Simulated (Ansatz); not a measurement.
**RbBC4N4: 85Rb NMR of the central transition**

Cell: a measured structure from the Crystallography Open Database (COD) (listed for 566 K), its atoms then relaxed with PBE in this cell.

```cif
data_RbBC4N4
_symmetry_space_group_name_H-M 'I4_1/a:1'
_symmetry_Int_Tables_number 88
_cell_length_a 7.1354
_cell_length_b 7.1354
_cell_length_c 14.8197
_cell_angle_alpha 90.000
_cell_angle_beta 90.000
_cell_angle_gamma 90.000
loop_
_atom_site_label
_atom_site_type_symbol
_atom_site_symmetry_multiplicity
_atom_site_Wyckoff_symbol
_atom_site_fract_x
_atom_site_fract_y
_atom_site_fract_z
Rb Rb 4 a 0.0000 0.5000 0.2500
B B 4 b 0.5000 0.0000 0.2500
C C 16 f 0.6501 0.1049 0.1894
N N 16 f 0.7618 0.1837 0.1468
```

One atom of each set is listed; the run and its k-mesh use a cell of 20 atoms with edges of 8.96, 8.96, 8.96 Å.

All values are calculated (Ansatz; DFT, PBE, plane waves and PAW, scalar-relativistic, 420 eV cutoff, Γ-centred 6×6×6 k-points, Fermi–Dirac smearing 0.05 eV), not measured.

85Rb has I = 5/2 and Q = 276.0 mb (Pyykkö 2018); at 14.1 T its Larmor frequency is ν₀ = 58.2 MHz. Only the quadrupole interaction is simulated: positions count from each site's isotropic chemical shift, and J coupling is left out, as are shift anisotropy and dipolar coupling, which fast spinning averages.

Simulated pattern of one Rb site (fast magic-angle spinning, Gaussian broadening 2 kHz):

(offset (kHz), height): (-40.81, 0), (-39.85, 1), (-38.89, 3), (-37.93, 5), (-36.97, 5), (-36.01, 5), (-35.05, 6), (-34.10, 6), (-33.14, 6), (-32.18, 6), (-31.22, 6), (-30.26, 6), (-29.30, 6), (-28.35, 7), (-27.39, 7), (-26.43, 10), (-25.47, 28), (-24.51, 65), (-23.55, 77), (-22.59, 63), (-21.64, 51), (-20.68, 46), (-19.72, 43), (-18.76, 41), (-17.80, 40), (-16.84, 39), (-15.89, 39), (-14.93, 39), (-13.97, 40), (-13.01, 41), (-12.05, 42), (-11.09, 45), (-10.13, 48), (-9.18, 54), (-8.22, 63), (-7.26, 82), (-6.30, 100), (-5.34, 71), (-4.38, 21), (-3.43, 2)

**Question.** Which |C_Q| and η does the pattern imply?

**Answer.** The pattern spans 33.5 kHz before broadening and its centre of gravity is at -15.7 kHz, which fixes P_Q; the places of the horns and steps fix η. That gives P_Q = 12.3 MHz, |C_Q| = 12.3 MHz and η = 0.00. The sign of C_Q can't be read from the pattern.

An axis of threefold or higher order runs through Rb, so V_zz lies along it and η is zero.

Without spin–orbit coupling (the program notes it for Rb) the gradients are little affected as a rule: paired runs on crystals with a gap mostly move them by under 2 % at such atoms. The database entry as given showed forces above 3 eV/Å or a pressure above 30 GPa, though relaxing it moves no atom far.

The relaxation (4 steps) took 3.9 min of wall time (7.5 min of CPU time) and 1.2 GiB at its peak, on 2 threads of Intel Xeon Processor @ 2.50GHz (Skylake/Cascade Lake) (x86_64; 62 cores open to the job, memory cap 5.0 GiB, no GPU), a shared host with a load of 0.7 a core.
